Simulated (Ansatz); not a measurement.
Lu₃InN:
```cif
data_InLu3N
_chemical_formula_sum 'In1 Lu3 N1'
_space_group_name_H-M_alt 'P 1'
_space_group_IT_number 1
_cell_length_a 4.61816
_cell_length_b 4.61816
_cell_length_c 4.61816
_cell_angle_alpha 90.000
_cell_angle_beta 90.000
_cell_angle_gamma 90.000
loop_
_space_group_symop_operation_xyz
  'x, y, z'
loop_
_atom_site_label
_atom_site_type_symbol
_atom_site_fract_x
_atom_site_fract_y
_atom_site_fract_z
_atom_site_occupancy
In1 In 0.00000 0.00000 0.00000 1
Lu1 Lu 0.50000 0.50000 0.00000 1
Lu2 Lu 0.00000 0.50000 0.50000 1
Lu3 Lu 0.50000 0.00000 0.50000 1
N1 N 0.50000 0.50000 0.50000 1
```

Relaxed with PBEsol.

Question: Which orbitals make up the states near the Fermi level in plane-wave PAW PBEsol (Ansatz code)?

Answer: Within 0.5 eV of the Fermi level: Lu 5d 93 %. Projections are on Löwdin-orthogonalised atomic valence shells; empty p or d shells of many metals are not among them.

Question: Tabulate the density of states.

Answer: States/eV per cell of 5 atoms, in 0.25 eV bins, energy from the Fermi level.

```csv
E (eV),total,Lu 4f,Lu 5d,N 2p
-7.85,0.00,0.00,0.00,0.00
-7.60,0.06,0.00,0.01,0.00
-7.35,0.33,0.00,0.06,0.00
-7.10,0.55,0.00,0.10,0.01
-6.85,0.86,0.01,0.15,0.04
-6.60,1.63,0.03,0.26,0.15
-6.35,1.90,0.05,0.39,0.25
-6.10,2.05,0.08,0.60,0.42
-5.85,1.89,0.14,0.68,0.71
-5.60,4.10,0.94,1.16,1.30
-5.35,8.79,4.97,1.11,2.07
-5.10,22.92,21.27,0.28,1.19
-4.85,133.21,132.41,0.32,0.12
-4.60,5.02,3.44,0.54,0.69
-4.35,4.16,1.81,0.72,1.07
-4.10,2.88,0.83,0.61,0.96
-3.85,2.30,0.48,0.53,0.96
-3.60,2.47,0.37,0.59,1.22
-3.35,2.29,0.29,0.50,1.25
-3.10,3.08,0.29,0.67,1.63
-2.85,2.55,0.14,0.67,0.92
-2.60,2.44,0.05,0.88,0.38
-2.35,1.96,0.02,0.78,0.20
-2.10,2.67,0.03,1.16,0.21
-1.85,2.76,0.02,1.31,0.18
-1.60,2.02,0.01,1.09,0.10
-1.35,7.10,0.03,3.98,0.06
-1.10,1.80,0.01,1.27,0.01
-0.85,0.39,0.00,0.34,0.00
-0.60,0.81,0.00,0.75,0.01
-0.35,1.34,0.00,1.27,0.02
-0.10,1.74,0.01,1.64,0.03
0.15,1.95,0.01,1.82,0.05
0.40,2.34,0.01,2.14,0.07
0.65,2.88,0.01,2.46,0.14
0.90,4.36,0.01,3.06,0.25
1.15,2.51,0.01,1.78,0.14
1.40,6.96,0.02,5.25,0.39
1.65,8.82,0.02,7.04,0.32
1.90,3.00,0.01,2.12,0.13
2.15,2.44,0.01,1.73,0.12
2.40,1.04,0.00,0.83,0.05
2.65,0.69,0.00,0.61,0.02
2.90,1.01,0.00,0.83,0.01
3.15,3.26,0.01,2.38,0.06
3.40,4.84,0.01,3.41,0.10
3.65,6.54,0.01,4.53,0.42
3.90,5.37,0.01,4.04,0.13
4.15,5.25,0.01,4.17,0.10
4.40,4.02,0.00,3.23,0.05
4.65,2.74,0.00,1.71,0.03
```

Space group Pm-3m (anti-perovskite). The workflow started from an entry of the Crystallography Open Database (COD). Whether it is the stable phase at ambient conditions was not checked. The PBEsol relaxation kept the symmetry of its start; its stability against distortions is not shown here. With an odd number of electrons in the cell and no spin polarisation, the count alone makes it a metal. Scalar-relativistic: spin–orbit coupling is off unless named, which matters more the heavier the elements.

Potentials: the later of the program's two PAW sets.
